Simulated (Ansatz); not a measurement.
Input file for Ansatz (a program for electronic structure):

Ansatz 0.2 input:
```yaml
crystal:
  lattice:
    - [2.2441807973, 1.2956783874, 1.8333553317]
    - [-2.2441807973, 1.2956783874, 1.8333553317]
    - [0.0, -2.5913567749, 1.8333553317]
  atoms:
    - { symbol: Te, position: [0.5, 0.5, 0.5] }
kpoints:
  mp_grid: { grid: [13, 13, 13] }
hamiltonian:
  xc: r2scan
  dispersion: d4
  pseudopotentials: { azcp: { folder: ./paw }, kind: paw }
scf:
  occupations: { method: gaussian, width: 0.05 }
checkpoint: { read: metal.run }
output: { write_density: true, elf: true, volumetric_format: npy }
basis: { fft_grid_basis: typed }
```

Output (shortened):

```
Pseudopotential: Te, paw, valence charge 16
Functional definition: r2SCAN
Crystal: 1 atoms, lattice volume = 31.985 Å³
Basis set: ecut = 500 eV, 799 PW (Γ), exchange–correlation on 96×96×96 points (64 copies of the dense FFT grid, shifted against one another)
Bands: 16, of which v1, the nominal top of the filled ones, is band 8 counted from 1 (7 counted from 0)
Symmetry: 12 space group operations
Space group: R-3m (ITA 166), of the structure as read, at distance tolerance 3.2e-5 Å
k-points: 231 of 2197
Stability of the state it starts from, as read at its close in the unpolarized treatment …
iter 1 solved again at ethr=9.81e-8 eV; its pass at ethr=3.10e-3 eV (dr2=1.57e-5 eV) is discarded
SCF iter   1: F=—  HF=-6994.987745 eV  |F-HF|=—  |Δ(HF+E_count)|=         —  Δρ=6.86e-7  dr2=6.18e-11  dr2_τ=1.16e-11  ethr=9.81e-8  ⟨swp⟩=3.3  Hψ=38405  notcnv=0
preconditioner: auto → none
SCF iter   2: F=-6994.987745 eV  HF=-6994.987745 eV  |F-HF|=6.00e-11  |Δ(HF+E_count)|=   3.16e-8  Δρ=4.66e-7  dr2=3.68e-11  dr2_τ=1.09e-11  ethr=1.00e-12  ⟨swp⟩=7.9  Hψ=18352  notcnv=0
SCF 1 converged in 2 iterations: F = -6994.987745 eV  dr2 = 3.68e-11
SCF converged after 2 iterations
Free energy (F): -6994.987745 eV
Harris-Foulkes:  -6994.987745 eV  (|F-HF|=6.00e-11)
Internal energy: -6994.987079 eV  (E = F + TS)
E sigma→0 (E₀):  -6994.987412 eV
Entropy (-TS):   -0.000666 eV (-0.666 meV/atom)
Fermi energy:    9.697803 eV
--- Per-component energies (eV) ---
  E_band       = -265.535922
  E_kinetic    = 171.099007
  E_local      = -1558.084646  (includes V_loc(G=0)·N_el)
  E_nonlocal   = 64.082216
  E_hartree    = 781.562284
  E_xc         = -113.424104
  E_vxc        = -109.074334  (∫ρ·V_xc dr)
  E_paw        = -4692.873675  (= ΣΔE_a)
  E_vpaw       = -403.291375  (= ΣTr[D̂ρ^β])
  E_aug_tail   = 0.000020  (compensation charges beyond the density's cutoff)
  E_vtau       = 6.608909  (kinetic-family band-sum trace: ∫τ·v_τ [+ j·A + Jᵃ·Aᵃ] dr)
  E_ewald      = -1647.462991
  E_disp       = -0.170065  (pairwise vdW)
  E_core_change = 0.284874  (= ΣΔE_core)
  E_smearing   = -0.000666  (= −TS)
  E_closure    = 0.000000  (closes the sum)
  Σ components = -6994.987745   (vs F -6994.987745, Δ=0.00e0)
  [band-id]    e_kinetic+e_local+e_nonlocal+2·e_hartree+e_vxc+e_vpaw+e_augmentation_tail+e_vtau = -265.535634   (vs E_band -265.535922, Δ=2.88e-4)
--- Band table (eV; the first three rows and the last of 231) ---
  k-point 0: bands = ["-28.7608", "-28.7608", "-28.6879", "-28.6878", "-28.6878", "-4.7860", "10.8763", "10.8763", "10.8791", "16.0440", "16.0440", "16.9366", "28.0321", "28.0321", "28.0414", "29.0075"]
  k-point 1: bands = ["-28.7606", "-28.7566", "-28.6889", "-28.6888", "-28.6877", "-4.7101", "10.0312", "10.9450", "10.9468", "16.1135", "16.5396", "17.5244", "27.1642", "27.1656", "27.3930", "28.2309"]
  k-point 2: bands = ["-28.7603", "-28.7452", "-28.6918", "-28.6918", "-28.6875", "-4.4872", "8.3823", "11.1431", "11.1450", "16.3193", "16.9155", "19.4929", "25.5329", "25.5347", "26.0716", "26.7212"]
  k-point 230: bands = ["-28.7250", "-28.7249", "-28.7248", "-28.6502", "-28.6502", "1.0840", "6.3330", "6.3375", "6.4074", "14.3448", "14.5000", "14.5058", "17.5657", "32.0160", "32.0234", "32.3304"]
```

Cost: very roughly 11 core-seconds on shared cores.

Space group Pm-3m. The start of the workflow was typed in or built on a structure type; neither database checked (COD, Materials Project) lists it. It is not the phase usual at ambient conditions (space group No. 152). Symmetry was held in the r²SCAN+D4 relaxation; whether a distortion lowers the energy is not shown. Point labels and valley counts follow the cell and symmetry of the run, lower than the named group. Spin–orbit coupling is left out wherever it is not named.

Potentials: the earlier of the program's two PAW sets.

Ansatz is a plane-wave DFT program.
